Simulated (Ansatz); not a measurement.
Here is the system:

AlAs (zinc blende)

Space group F-43m (No. 216); a = 5.728 Å, b = 5.728 Å, c = 5.728 Å, α = 90.00°, β = 90.00°, γ = 90.00°

| atom | site | symmetry | x | y | z |
|---|---|---|---|---|---|
| As | 4c | -43m | 0.2500 | 0.2500 | 0.2500 |
| Al | 4a | -43m | 0.0000 | 0.0000 | 0.0000 |
(The calculation used a cell of 2 atoms; values per cell refer to that cell.)

This relaxed cell (volume V₀) is scaled evenly in all directions, its shape held. Symmetry pins the atoms to their sites.

Calculation: PBE (plane waves to 420 eV, PAW, scalar-relativistic; Ansatz, a first-principles code). k mesh 10×10×10 (Γ-centred), Fermi-Dirac smearing 0.05 eV. Energies are smeared free energies. Compression counts positive. AlAs was relaxed with its symmetry unable to fall. The PAW data are Ansatz's earlier set. ΔE is measured from the relaxed starting cell.

The scan covers V/V₀ from 0.840 to 1.160 in 13 points.

Question: What is the fitted pressure derivative B₀′?

Answer: 4.3.

Question: What bulk modulus B₀ follows from a third-order Birch-Murnaghan fit?

Answer: 66.9 GPa.

(Under strain, the slope of the energy per volume gives the stress and its curvature an elastic modulus.)
